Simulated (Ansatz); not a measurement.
Calculation for Li (hcp type): DFT, PBEsol, all-electron PAW with datasets made for the crystal, scalar-relativistic (Ansatz 0.2.0). This run: the series' base cell.

The cell comes from a relaxation on PAW files under the same functional, begun from a prototype that needn't be the stable phase.

Command: `ansatz run input.yaml --threads 1 --pin off --max-ram 2048MiB --backend cpu --events-out ev --progress --plain --runs-dir out` It took 2.5 s on 1 thread of Intel(R) Xeon(R) Platinum 8259CL CPU @ 2.50GHz (Skylake/Cascade Lake) (shared host), peak memory 0.3 GiB.

```yaml
crystal:
  lattice:
    - [3.0575567757, 0.0, 0.0]
    - [-1.5287783879, 2.6479218413, 0.0]
    - [0.0, 0.0, 4.9984062956]
  atoms:
    - { symbol: Li, position: [0.3333333333, 0.6666666667, 0.25] }
    - { symbol: Li, position: [0.6666666667, 0.3333333333, 0.75] }
kpoints:
  mp_grid: { grid: [14, 14, 8] }
scf:
  occupations: { method: fermi_dirac, width: 0.1 }
hamiltonian:
  xc: pbesol
  pseudopotentials: { kind: all_electron, datasets: crystal }
output:
  forces: true
  stress: true
  eigenvalues: true
```

Output:

```
hamiltonian.pseudopotentials.datasets: crystal makes datasets for this crystal and solves the spheres of its atoms anew in each pass: cutoff 100.0 eV, the density's 400.0 eV; for an error of 0.50 meV an atom under PBE, 1.0 meV for the cell; an energy difference from a run of another recipe may be off by several times the error for the cell, under r2SCAN by more, where some 0.1 meV an atom stays at smaller errors; Li in spheres of 1.376 Å, 1 of its electrons in bands
Engine: ansatz 0.2.0
Pseudopotentials: kind: all_electron
Pseudopotential: Li, paw, valence charge 1, recommended cutoff 100 eV (normal), crystal/all_electron/pbesol/scalar/gaussian/Li, Koelling and Harmon's equation, gaussian nucleus
Functional definition: PBEsol
  exchange = pbesol_x
  correlation = pbesol_c
Crystal: 2 atoms, lattice volume = 40.468 Å³
Basis set: ecut = 100 eV, 99 PW (Γ), exchange–correlation on 20×20×36 points (8 copies of the dense FFT grid, shifted against one another)
Bands: 5, of which v1, the nominal top of the filled ones, is band 1 counted from 1 (0 counted from 0)
Symmetry: 24 space group operations
Space group: P63/mmc (ITA 194), of the structure as read, at distance tolerance 3.4e-5 Å
k-points: 120 of 1568
Non-local potential: Li, projectors of the file, l = 0: 1, l = 1: 1
PAW form: soft (Blöchl's): semilocal exchange-correlation on the pseudo side does not see the compensation charge
PAW one-centre angular grid: Li, 110 points (default); XC on its mesh's 2121 points in the sphere
Initial density: superposition of atomic densities (neutral atoms: chi_scale 0, normalization atom)
Initial wavefunctions: pseudopotential atomic-orbital guess
Functional: x = pbesol(κ = 0.804, μ = 0.12345679012345678), c = pbesol(β = 0.046)
iter 1 solved again at ethr=2.17e-4 eV; its pass at ethr=1.00e-1 eV (dr2=4.35e-3 eV) is discarded
SCF iter   1: F=—  HF=-405.977401 eV  |F-HF|=—  |Δ(HF+E_count)|=         —  Δρ=2.93e-3  dr2=4.42e-3  ethr=2.17e-4  ⟨swp⟩=4.4  Hψ=4498  notcnv=0
preconditioner: auto → none  [metal: Δε(μ)=0.058 eV  Ē_g=6.443 eV  σ=0.100 eV  W_gap=0.14  n_scr=2 (ndim 8)  ℏωp=8.3 eV  f_vac=0.000  D(μ)=0.92/eV (n_scr^D=2)  sad-step TF]
SCF iter   2: F=—  HF=-406.010901 eV  |F-HF|=—  |Δ(HF+E_count)|=   3.35e-2  Δρ=2.02e-3  dr2=2.25e-3  ethr=2.17e-4  ⟨swp⟩=1.9  Hψ=775  notcnv=0
iter 3 solved again at ethr=3.04e-6 eV; its pass at ethr=1.13e-4 eV (dr2=6.07e-5 eV) is discarded
SCF iter   3: F=—  HF=-406.018675 eV  |F-HF|=—  |Δ(HF+E_count)|=   7.77e-3  Δρ=3.25e-4  dr2=5.91e-5  ethr=3.04e-6  ⟨swp⟩=2.1  Hψ=2444  notcnv=0
SCF iter   4: F=—  HF=-406.018688 eV  |F-HF|=—  |Δ(HF+E_count)|=   1.32e-5  Δρ=9.76e-5  dr2=5.30e-6  ethr=2.96e-6  ⟨swp⟩=1.9  Hψ=776  notcnv=0
SCF iter   5: F=-406.018690 eV  HF=-406.018690 eV  |F-HF|=4.52e-10  |Δ(HF+E_count)|=   2.06e-6  Δρ=8.64e-7  dr2=4.36e-10  ethr=2.65e-7  ⟨swp⟩=1.9  Hψ=775  notcnv=0
SCF 1 converged in 5 iterations: F = -406.018690 eV  dr2 = 4.36e-10
  Residual-converged pass: ⟨swp⟩=3.1  Hψ=942  notcnv=0  max |occ|·‖R‖ = 5.2e-6 eV (tolerance 5.3e-6 eV)  dr2=6.48e-10  dr2_onsite=1.42e-9  max |Δocc| = 2.6e-8
  greatest PAW one-centre occupation: 0.115 electrons in one spin orbital (limit 2), on the Li atom at site 0 (counted from 0), in its partial waves of l = 0
SCF converged after 5 iterations
Free energy (F): -406.018690 eV
Harris-Foulkes:  -406.018690 eV  (|F-HF|=4.52e-10)
Internal energy: -405.988064 eV  (E = F + TS)
E sigma→0 (E₀):  -406.003377 eV
Entropy (-TS):   -0.030626 eV (-15.313 meV/atom)
Past the cutoff: the bands carry plane waves up to 1.75 times it, of which those up to 1.5 times it add -0.000054 eV an atom, each by itself; the spheres take 0.000046 eV an atom off the energy for waves past 1.75 times it
By the cutoff:   a pressure is off by up to 0.004 GPa (1.2 times the spheres' own share and the shells' term, over an atom's volume, and 0.004 GPa: a bound that held against runs at twice the plane waves)
Past the cutoffs: a stress includes 0.0001 GPa for waves and charges beyond them, in addition to the slope of what the spheres take
In the spheres:  the bands' charges fall short by 1.9e-6 e at most (sound up to 1e-3)
Fermi energy:    0.894583 eV
--- Per-component energies (eV) ---
  E_band       = -0.939399
  E_kinetic    = 6.664327
  E_local      = 3.158423  (includes V_loc(G=0)·N_el)
  E_nonlocal   = 2.672403
  E_hartree    = 0.033792
  E_xc         = -10.508416
  E_vxc        = -13.064691  (∫ρ·V_xc dr)
  E_paw        = -400.226074  (= ΣΔE_a)
  E_vpaw       = -7.917006  (= ΣTr[D̂ρ^β])
  E_ewald      = -15.262087
  E_smearing   = -0.030626  (= −TS)
  E_closure    = 7.479568  (closes the sum)
  Σ components = -406.018690   (vs F -406.018690, Δ=0.00e0)
  The terms above E_closure are by the made datasets' own strengths, without shells solved beside the bands.
--- Forces (eV/Å), atoms counted from 1 ---
  atom   1  Li     0.00000000     0.00000000     0.00000000
  atom   2  Li    -0.00000000    -0.00000000     0.00000000
  max |Σ_I F_I| component: 1.16e-18 eV/Å
--- Stress (GPa, compression-positive) ---
       -0.004942       0.000000       0.000000
        0.000000      -0.004942       0.000000
        0.000000       0.000000      -0.004126
  P = ⅓ Tr σ = -0.0047 GPa (-0.047 kbar)
--- Band table (eV; the first three rows and the last of 120) ---
  k-point 0: bands = ["-2.6533", "0.8906", "3.8263"]
  k-point 1: bands = ["-2.5837", "0.5134", "4.3715"]
  k-point 2: bands = ["-2.3745", "-0.2094", "5.5956"]
  k-point 119: bands = ["2.8255", "2.8255", "3.9122"]
```

Next run (volume at 0.78 of the series' base cell), as changes to the input before:

```diff
   lattice:
-    - [3.0575567757, 0.0, 0.0]
-    - [-1.5287783879, 2.6479218413, 0.0]
-    - [0.0, 0.0, 4.9984062956]
+    - [2.8145311812, 0.0, 0.0]
+    - [-1.4072655906, 2.4374555027, 0.0]
+    - [0.0, 0.0, 4.6011150102]
   atoms:
```

Results part of the output:

```
SCF 1 converged in 5 iterations: F = -405.900608 eV  dr2 = 1.03e-9
  Residual-converged pass: ⟨swp⟩=3.0  Hψ=935  notcnv=0  max |occ|·‖R‖ = 5.2e-6 eV (tolerance 5.3e-6 eV)  dr2=1.44e-9  dr2_onsite=4.48e-9  max |Δocc| = 4.7e-8
  greatest PAW one-centre occupation: 0.141 electrons in one spin orbital (limit 2), on the Li atom at site 1 (counted from 0), in its partial waves of l = 0
SCF converged after 5 iterations
Free energy (F): -405.900608 eV
Harris-Foulkes:  -405.900608 eV  (|F-HF|=1.21e-9)
Internal energy: -405.872088 eV  (E = F + TS)
E sigma→0 (E₀):  -405.886348 eV
Entropy (-TS):   -0.028520 eV (-14.260 meV/atom)
Past the cutoff: the bands carry plane waves up to 1.75 times it, of which those up to 1.5 times it add -0.000080 eV an atom, each by itself; the spheres take 0.000059 eV an atom off the energy for waves past 1.75 times it
By the cutoff:   a pressure is off by up to 0.005 GPa (1.2 times the spheres' own share and the shells' term, over an atom's volume, and 0.004 GPa: a bound that held against runs at twice the plane waves)
Past the cutoffs: a stress includes 0.0001 GPa for waves and charges beyond them, in addition to the slope of what the spheres take
In the spheres:  the bands' charges fall short by 4.6e-6 e at most (sound up to 1e-3)
Fermi energy:    1.740512 eV
--- Per-component energies (eV) ---
  E_band       = 0.534935
  E_kinetic    = 7.943074
  E_local      = 3.906936  (includes V_loc(G=0)·N_el)
  E_nonlocal   = 3.260299
  E_hartree    = 0.046824
  E_xc         = -11.323829
  E_vxc        = -14.093471  (∫ρ·V_xc dr)
  E_paw        = -402.506986  (= ΣΔE_a)
  E_vpaw       = -9.957076  (= ΣTr[D̂ρ^β])
  E_ewald      = -16.579919
  E_smearing   = -0.028520  (= −TS)
  E_closure    = 9.381513  (closes the sum)
  Σ components = -405.900608   (vs F -405.900608, Δ=0.00e0)
  The terms above E_closure are by the made datasets' own strengths, without shells solved beside the bands.
--- Forces (eV/Å), atoms counted from 1 ---
  atom   1  Li     0.00000000    -0.00000000     0.00000000
  atom   2  Li     0.00000000     0.00000000     0.00000000
  max |Σ_I F_I| component: 6.94e-18 eV/Å
--- Stress (GPa, compression-positive) ---
        5.089328       0.000000       0.000000
        0.000000       5.089328       0.000000
        0.000000       0.000000       5.124780
  P = ⅓ Tr σ = 5.1011 GPa (51.011 kbar)
--- Band table (eV; the first three rows and the last of 120) ---
  k-point 0: bands = ["-2.0939", "1.6165", "5.5925"]
  k-point 1: bands = ["-2.0193", "1.2551", "6.1551"]
  k-point 2: bands = ["-1.7952", "0.5169", "7.4938"]
  k-point 119: bands = ["3.9224", "3.9224", "5.2073"]
```

Next run (volume at 0.68 of the series' base cell), as changes to the input before:

```diff
   lattice:
-    - [2.8145311812, 0.0, 0.0]
-    - [-1.4072655906, 2.4374555027, 0.0]
-    - [0.0, 0.0, 4.6011150102]
+    - [2.6887112712, 0.0, 0.0]
+    - [-1.3443556356, 2.3284922643, 0.0]
+    - [0.0, 0.0, 4.3954282228]
   atoms:
```

Command: `ansatz run input.yaml --threads 1 --pin off --max-ram 2048MiB --backend cpu --events-out ev --progress --plain --runs-dir out` It took 2.5 s on 1 thread of Intel(R) Xeon(R) Platinum 8259CL CPU @ 2.50GHz (Skylake/Cascade Lake) (shared host), peak memory 0.31 GiB.

Results part of the output:

```
SCF 1 converged in 5 iterations: F = -405.715631 eV  dr2 = 1.83e-9
  Residual-converged pass: ⟨swp⟩=3.0  Hψ=924  notcnv=0  max |occ|·‖R‖ = 5.1e-6 eV (tolerance 5.3e-6 eV)  dr2=2.44e-9  dr2_onsite=7.46e-9  max |Δocc| = 4.5e-8
  greatest PAW one-centre occupation: 0.146 electrons in one spin orbital (limit 2), on the Li atom at site 1 (counted from 0), in its partial waves of l = 0
SCF converged after 5 iterations
Free energy (F): -405.715631 eV
Harris-Foulkes:  -405.715631 eV  (|F-HF|=3.87e-9)
Internal energy: -405.688253 eV  (E = F + TS)
E sigma→0 (E₀):  -405.701942 eV
Entropy (-TS):   -0.027378 eV (-13.689 meV/atom)
Past the cutoff: the bands carry plane waves up to 1.75 times it, of which those up to 1.5 times it add -0.000067 eV an atom, each by itself; the spheres take 0.000029 eV an atom off the energy for waves past 1.75 times it
By the cutoff:   a pressure is off by up to 0.004 GPa (1.2 times the spheres' own share and the shells' term, over an atom's volume, and 0.004 GPa: a bound that held against runs at twice the plane waves)
Past the cutoffs: a stress includes 0.0000 GPa for waves and charges beyond them, in addition to the slope of what the spheres take
In the spheres:  the bands' charges fall short by 3.2e-6 e at most (sound up to 1e-3)
Fermi energy:    2.293467 eV
--- Per-component energies (eV) ---
  E_band       = 1.541992
  E_kinetic    = 8.903515
  E_local      = 4.281033  (includes V_loc(G=0)·N_el)
  E_nonlocal   = 3.582960
  E_hartree    = 0.055273
  E_xc         = -11.927476
  E_vxc        = -14.658464  (∫ρ·V_xc dr)
  E_paw        = -403.880579  (= ΣΔE_a)
  E_vpaw       = -11.330437  (= ΣTr[D̂ρ^β])
  E_ewald      = -17.355786
  E_smearing   = -0.027378  (= −TS)
  E_closure    = 10.652807  (closes the sum)
  Σ components = -405.715631   (vs F -405.715631, Δ=0.00e0)
  The terms above E_closure are by the made datasets' own strengths, without shells solved beside the bands.
--- Forces (eV/Å), atoms counted from 1 ---
  atom   1  Li     0.00000000    -0.00000000     0.00000000
  atom   2  Li     0.00000000     0.00000000     0.00000000
  max |Σ_I F_I| component: 6.94e-18 eV/Å
--- Stress (GPa, compression-positive) ---
        9.939062       0.000000       0.000000
       -0.000000       9.939062       0.000000
        0.000000       0.000000      10.013983
  P = ⅓ Tr σ = 9.9640 GPa (99.640 kbar)
--- Band table (eV; the first three rows and the last of 120) ---
  k-point 0: bands = ["-1.6616", "2.0867", "6.7579"]
  k-point 1: bands = ["-1.5855", "1.7380", "7.3296"]
  k-point 2: bands = ["-1.3567", "1.0027", "8.7303"]
  k-point 119: bands = ["4.6255", "4.6255", "6.0343"]
```

Next run (volume at 0.58 of the series' base cell), as changes to the input before:

```diff
   lattice:
-    - [2.6887112712, 0.0, 0.0]
-    - [-1.3443556356, 2.3284922643, 0.0]
-    - [0.0, 0.0, 4.3954282228]
+    - [2.5498650408, 0.0, 0.0]
+    - [-1.2749325204, 2.2082479016, 0.0]
+    - [0.0, 0.0, 4.1684463798]
   atoms:
```

Command: `ansatz run input.yaml --threads 1 --pin off --max-ram 2048MiB --backend cpu --events-out ev --progress --plain --runs-dir out` It took 2.6 s on 1 thread of Intel(R) Xeon(R) Platinum 8259CL CPU @ 2.50GHz (Skylake/Cascade Lake) (shared host), peak memory 0.32 GiB.

Results part of the output:

```
3 of the run's printed levels, from 2.86 eV on, may lie off, as they stand: their residual norms reach 0.0011 eV (residual_norms_ev in the JSON report holds each one's)
SCF 1 converged in 5 iterations: F = -405.367672 eV  dr2 = 1.65e-9
  Residual-converged pass: ⟨swp⟩=3.0  Hψ=926  notcnv=0  max |occ|·‖R‖ = 5.2e-6 eV (tolerance 5.3e-6 eV)  dr2=2.21e-9  dr2_onsite=1.47e-8  max |Δocc| = 1.5e-7
  greatest PAW one-centre occupation: 0.140 electrons in one spin orbital (limit 2), on the Li atom at site 1 (counted from 0), in its partial waves of l = 0
SCF converged after 5 iterations
Free energy (F): -405.367672 eV
Harris-Foulkes:  -405.367672 eV  (|F-HF|=4.79e-9)
Internal energy: -405.341646 eV  (E = F + TS)
E sigma→0 (E₀):  -405.354659 eV
Entropy (-TS):   -0.026025 eV (-13.013 meV/atom)
Past the cutoff: the bands carry plane waves up to 1.75 times it, of which those up to 1.5 times it add -0.000135 eV an atom, each by itself; the spheres take 0.000069 eV an atom off the energy for waves past 1.75 times it
By the cutoff:   a pressure is off by up to 0.007 GPa (1.2 times the spheres' own share and the shells' term, over an atom's volume, and 0.004 GPa: a bound that held against runs at twice the plane waves)
Past the cutoffs: a stress includes 0.0089 GPa for waves and charges beyond them, in addition to the slope of what the spheres take
In the spheres:  the bands' charges fall short by 2.1e-6 e at most (sound up to 1e-3), those of shells solved beside the bands by 4.0e-8 e (sound up to 5e-4)
Fermi energy:    3.024304 eV
--- Per-component energies (eV) ---
  E_band       = 2.916835
  E_kinetic    = 10.078319
  E_local      = -49.832717  (includes V_loc(G=0)·N_el)
  E_nonlocal   = 4.161042
  E_hartree    = 32.170602
  E_xc         = -12.977519
  E_vxc        = -16.983412  (∫ρ·V_xc dr)
  E_paw        = -787.695624  (= ΣΔE_a)
  E_vpaw       = -572.309646  (= ΣTr[D̂ρ^β])
  E_ewald      = -164.707652
  E_smearing   = -0.026025  (= −TS)
  E_closure    = 563.461903  (closes the sum)
  Σ components = -405.367672   (vs F -405.367672, Δ=0.00e0)
  The terms above E_closure are by the made datasets' own strengths, without shells solved beside the bands.
--- Forces (eV/Å), atoms counted from 1 ---
  atom   1  Li     0.00000000    -0.00000000     0.00000000
  atom   2  Li     0.00000000     0.00000000     0.00000000
  max |Σ_I F_I| component: 2.31e-18 eV/Å
--- Stress (GPa, compression-positive) ---
       18.335377       0.000000       0.000000
        0.000000      18.335377       0.000000
        0.000000       0.000000      18.463592
  P = ⅓ Tr σ = 18.3781 GPa (183.781 kbar)
  It holds what live shells' own plane waves past their cutoff add
--- Band table (eV; the first three rows and the last of 120) ---
  k-point 0: bands = ["-1.0174", "2.7022", "8.3086"]
  k-point 1: bands = ["-0.9414", "2.3728", "8.8901"]
  k-point 2: bands = ["-0.7126", "1.6546", "10.3602"]
  k-point 119: bands = ["5.5391", "5.5391", "7.1065"]
```

Next run (volume at 0.43 of the series' base cell), as changes to the input before:

```diff
   lattice:
-    - [2.5498650408, 0.0, 0.0]
-    - [-1.2749325204, 2.2082479016, 0.0]
-    - [0.0, 0.0, 4.1684463798]
+    - [2.307795641, 0.0, 0.0]
+    - [-1.1538978205, 1.9986096519, 0.0]
+    - [0.0, 0.0, 3.7727182542]
   atoms:
```

Command: `ansatz run input.yaml --threads 1 --pin off --max-ram 2048MiB --backend cpu --events-out ev --progress --plain --runs-dir out` It took 2.8 s on 1 thread of Intel(R) Xeon(R) Platinum 8259CL CPU @ 2.50GHz (Skylake/Cascade Lake), with other jobs on the host, peak memory 0.29 GiB.

Results part of the output:

```
2 of the run's printed levels, from 4.97 eV on, may lie off, as they stand: their residual norms reach 0.0010 eV (residual_norms_ev in the JSON report holds each one's)
SCF 1 converged in 5 iterations: F = -404.219463 eV  dr2 = 1.58e-9
  Residual-converged pass: ⟨swp⟩=3.4  Hψ=1007  notcnv=0  max |occ|·‖R‖ = 5.1e-6 eV (tolerance 5.3e-6 eV)  dr2=2.30e-9  dr2_onsite=2.63e-8  max |Δocc| = 9.1e-8
  greatest PAW one-centre occupation: 0.128 electrons in one spin orbital (limit 2), on the Li atom at site 1 (counted from 0), in its partial waves of l = 0
SCF converged after 5 iterations
Free energy (F): -404.219463 eV
Harris-Foulkes:  -404.219463 eV  (|F-HF|=4.70e-9)
Internal energy: -404.195755 eV  (E = F + TS)
E sigma→0 (E₀):  -404.207609 eV
Entropy (-TS):   -0.023708 eV (-11.854 meV/atom)
Past the cutoff: the bands carry plane waves up to 1.75 times it, of which those up to 1.5 times it add -0.000280 eV an atom, each by itself; the spheres take 0.000062 eV an atom off the energy for waves past 1.75 times it
By the cutoff:   a pressure is off by up to 0.009 GPa (1.2 times the spheres' own share and the shells' term, over an atom's volume, and 0.004 GPa: a bound that held against runs at twice the plane waves)
Past the cutoffs: a stress includes 0.0106 GPa for waves and charges beyond them, in addition to the slope of what the spheres take
In the spheres:  the bands' charges fall short by 2.1e-6 e at most (sound up to 1e-3), those of shells solved beside the bands by 4.7e-8 e (sound up to 5e-4)
Fermi energy:    4.711111 eV
--- Per-component energies (eV) ---
  E_band       = 6.248167
  E_kinetic    = 13.131435
  E_local      = -28.159408  (includes V_loc(G=0)·N_el)
  E_nonlocal   = 3.414909
  E_hartree    = 34.340050
  E_xc         = -15.156825
  E_vxc        = -19.449503  (∫ρ·V_xc dr)
  E_paw        = -789.145683  (= ΣΔE_a)
  E_vpaw       = -590.733590  (= ΣTr[D̂ρ^β])
  E_ewald      = -181.984174
  E_smearing   = -0.023708  (= −TS)
  E_closure    = 559.363941  (closes the sum)
  Σ components = -404.219463   (vs F -404.219463, Δ=5.68e-14)
  The terms above E_closure are by the made datasets' own strengths, without shells solved beside the bands.
--- Forces (eV/Å), atoms counted from 1 ---
  atom   1  Li     0.00000000    -0.00000000     0.00000000
  atom   2  Li    -0.00000000     0.00000000     0.00000000
  max |Σ_I F_I| component: 9.25e-18 eV/Å
--- Stress (GPa, compression-positive) ---
       47.061297       0.000000       0.000000
        0.000000      47.061297       0.000000
        0.000000       0.000000      47.335073
  P = ⅓ Tr σ = 47.1526 GPa (471.526 kbar)
  It holds what live shells' own plane waves past their cutoff add
--- Band table (eV; the first three rows and the last of 120) ---
  k-point 0: bands = ["0.7507", "4.0963", "11.9227"]
  k-point 1: bands = ["0.8181", "3.8220", "12.5189"]
  k-point 2: bands = ["1.0225", "3.1903", "14.1082"]
  k-point 119: bands = ["7.5881", "7.5881", "9.5039"]
```

The structure type is held throughout; the real material can change phase at far lower pressure.
